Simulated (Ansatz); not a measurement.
Data sheet: Sc3SnB (DFT)

Sc3SnB:
Space group Pm-3m (No. 221); a = 4.6474 Å, b = 4.6474 Å, c = 4.6474 Å, α = 90.00°, β = 90.00°, γ = 90.00°

| atom | site | symmetry | x | y | z |
|---|---|---|---|---|---|
| Sc | 3c | 4/mm.m | 0.0000 | 0.5000 | 0.5000 |
| Sn | 1a | m-3m | 0.0000 | 0.0000 | 0.0000 |
| B | 1b | m-3m | 0.5000 | 0.5000 | 0.5000 |

Space group Pm-3m (No. 221), anti-perovskite; conventional cell a = b = c = 4.647 Å, α = β = γ = 90.00°.

Method: the program Ansatz at the r²SCAN level (PAW). Structure relaxed to zero pressure with the same functional. Other levels are named where they apply.

**Cell and energy**

```json
{
  "volume_per_atom": "20.07 Å³",
  "density": "4.37 g/cm³",
  "Formation energy from the elements (no fitted shifts)": "-0.71 eV/atom"
}
```

**Electronic structure**

```json
{
  "electronic_character": "metallic (no gap)",
  "Density of states at the Fermi level": "0.20 states/eV per atom (mean over ±0.08 eV)",
  "Gap with spin–orbit coupling": "none (metallic)"
}
```

**Mechanics**

```json
{
 "Bulk modulus (Birch–Murnaghan fit)": "87.8 GPa",
 "Pressure derivative B′": "3.8"
}
```

**Charges**

```json
{
  "bader_charges": "Sc +1.52, Sn -2.08, B -2.48 e"
}
```

The workflow started from an entry of the Crystallography Open Database (COD). Its standing as an ambient phase is unchecked. The cell was relaxed with r²SCAN under the symmetry of its start; whether a distortion lowers the energy is not shown. No spin polarisation was allowed. The references are the lowest solids computed at this level, not always the standard phases. Spin–orbit coupling is left out wherever it is not named.

Potentials: the later of the program's two PAW sets.
